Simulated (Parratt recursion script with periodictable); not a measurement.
Neutron reflectivity of single films on Si: where the minima fall

Model: specular neutron reflectivity, Parratt recursion, Névot-Croce roughness, natural isotopes, no magnetic scattering. Program: Parratt recursion script with periodictable 1.7.1.

Neutron wavelength 4.1 Å. Q is scanned from 0.004 to 0.3 Å⁻¹ in 600 evenly spaced points, and the curve is smoothed with a Gaussian of 0.001 Å⁻¹ full width. A minimum is a scan point below both neighbours, placed by a parabola through ln R at the three points.

Each run is one film on Si (density 2.313 g/cm³, ρ = 2.059 × 10⁻⁶ Å⁻², rms roughness 2.7 Å) under vacuum. The film surface has an rms roughness of 2.2 Å in all runs. ρ and ρ″ are the real and imaginary parts of the scattering length density. The table lists all minima between 0.025 and 0.115 Å⁻¹.

| run | film | thickness d (Å) | density (g/cm³) | ρ (10⁻⁶ Å⁻²) | ρ″ (10⁻⁶ Å⁻²) | minima at Q (Å⁻¹) |
|---|---|---|---|---|---|---|
| A | Mo | 200 | 8.522 | 3.592 | 3.689 × 10⁻⁴ | 0.0352, 0.0649, 0.0956 |
| B | Mo | 200 | 7.018 | 2.958 | 3.038 × 10⁻⁴ | 0.0361, 0.0653, 0.0959 |
| C | Mo | 250 | 8.522 | 3.592 | 3.689 × 10⁻⁴ | 0.0292, 0.0525, 0.0769, 0.1017 |
| D | Mo | 400 | 8.522 | 3.592 | 3.689 × 10⁻⁴ | ? |
| E | Mo | 200 | 10.026 | 4.226 | 4.340 × 10⁻⁴ | 0.0352, 0.0649, 0.0956 |

Densities are inputs, not measurements. They were set from computed cells of the Materials Project: Mo from entry mp-129 (Im-3m, 10.026 g/cm³, taken at 70, 85 and 100 %); Si from entry mp-149 (Fd-3m, 2.313 g/cm³). A layer's crystal structure does not enter its constants, only its composition and density.

Question: How many minima does run D have between 0.025 and 0.115 Å⁻¹, and where?

Answer: Inside a film the fringe order is m = (d/2π)(Q² − 16πρ)^½, with the film's own ρ. Where the film's ρ lies above the substrate's, its two faces reflect with opposite signs, and minima are expected at whole m.

- Run A, ρ above the substrate's: the minima give m = 1.04, 2.02, 3.01.
- Run B, ρ above the substrate's: the minima give m = 1.08, 2.04, 3.03.
- Run C, ρ above the substrate's: the minima give m = 1.03, 2.02, 3.01, 4.01.
- Run E, ρ above the substrate's: the minima give m = 1.02, 2.01, 3.01.

In run D the film's ρ lies above the substrate's, so take whole m. The window runs from m = 1.34 to 7.27 and holds m = 2, 3, 4, 5, 6, 7. Then Q² = 16πρ + (2πm/d)² gives Q = 0.0342, 0.0490, 0.0643, 0.0797, 0.0952, 0.1108 Å⁻¹.

The run has 6 minima, at 0.0344, 0.0492, 0.0644, 0.0798, 0.0953, 0.1109 Å⁻¹. The largest distance from one of them to an estimated minimum is 0.0002 Å⁻¹, against a mean spacing of 0.0153 Å⁻¹.
